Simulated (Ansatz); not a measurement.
The start is a relaxed Hf cell deformed by the Cartesian strain tensor (xx, yy, zz, yz, xz, xy) = (0.054, -0.006, 0.066, 0.117, 0.044, 0.043). Cell shape, volume and atoms are optimised at zero target pressure with r2SCAN (plane waves to 500 eV, PAW, scalar-relativistic; Ansatz, an electronic-structure program). The first steps use a coarse 11×12×6 k-mesh.

Input geometry:
```yaml
crystal:
  lattice:
    - [3.37052, 0.13591, 0.13911]
    - [-1.56756, 2.68484, 0.25585]
    - [0.21956, 0.59307, 5.38058]
  atoms:
    - { symbol: Hf, position: [0.33333, 0.66667, 0.75000] }
    - { symbol: Hf, position: [0.66667, 0.33333, 0.25000] }
```

### Question
Which atoms feel the largest initial force, and how large is it?

### Answer
0.55 eV/Å, on Hf1, Hf2 (atoms numbered as listed).

### Question
By how much does the energy per atom fall from start to end?

### Answer
0.29 eV/atom.

### Question
How does the volume per atom move from start to end?

### Answer
-9.0 %, from 24.56 to 22.35 Å³/atom.

### Question
Does it find its way back to the structure it was made from?

### Answer
It returns to the parent structure, P6₃/mmc (No. 194).

### Question
How do the shortest distances between atoms change?

### Answer
The closest pairs of elements (up to four, under 3.6 Å), start → end: Hf–Hf 2.91 → 3.13 Å.

### Question
What band gap does the relaxed structure have at this level?

### Answer
Zero (metallic).

Relaxed structure:

```cif
data_Hf2
_chemical_formula_sum 'Hf2'
_space_group_name_H-M_alt 'P63/mmc'
_space_group_IT_number 194
_space_group_name_Hall '-P 6c 2c'
_cell_length_a 3.19782
_cell_length_b 3.19782
_cell_length_c 5.04745
_cell_angle_alpha 90.000
_cell_angle_beta 90.000
_cell_angle_gamma 120.000
loop_
_atom_site_label
_atom_site_type_symbol
_atom_site_symmetry_multiplicity
_atom_site_Wyckoff_symbol
_atom_site_fract_x
_atom_site_fract_y
_atom_site_fract_z
_atom_site_occupancy
Hf1 Hf 2 c 0.33333 0.66667 0.25000 1
```

Final values are on a 17×17×9 k-mesh of the relaxed cell. No spin polarisation in the result.

The run could not lose the symmetry of its start.
